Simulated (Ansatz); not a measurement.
Input:

MgGaNO:
```
CELL_PARAMETERS angstrom
      3.23196     0.00000     0.00000
     -1.61598     2.79896     0.00000
      0.00000     0.00000     5.15890
ATOMIC_POSITIONS crystal
  Ga 0.33333 0.66667 0.50664
  Mg 0.66667 0.33333 0.00931
  O  0.33333 0.66667 0.12889
  N  0.66667 0.33333 0.60515
```

This is the r²SCAN-relaxed structure. x, y and z are the axes in which the lattice vectors are written.

Task: All from DFT-r²SCAN in the program Ansatz with PAW potentials, unless another level is named. Predict the electron effective mass.

Result: 0.21, 0.21, 0.28 mₑ (principal values).

Task: Give the hole effective mass with spin–orbit coupling.

Result: 0.36, 0.36, 15 mₑ (principal values).

Task: And the hole effective mass, band 2 of 2 at the edge?

Result: 0.18 along x, 14 along z (mₑ).

Task: Give the valence-band maximum.

Result: at Γ.

Space group P3m1. The start of the workflow was typed in or built on a structure type; neither database checked (COD, Materials Project) lists it. Its standing as an ambient phase is unchecked. Symmetry was held in the r²SCAN relaxation; its stability against distortions is not shown here. The volume moved by -18 % from the start of the relaxation. Scalar-relativistic: spin–orbit coupling is off unless named, which matters more the heavier the elements.

Potentials: the earlier of the program's two PAW sets. The files were generated under PBE; for other functionals the program regenerates the frozen cores, and for LDA and PBEsol the local potential too.

Edges and masses are those of Kohn–Sham bands, whose gap is no quasiparticle gap.
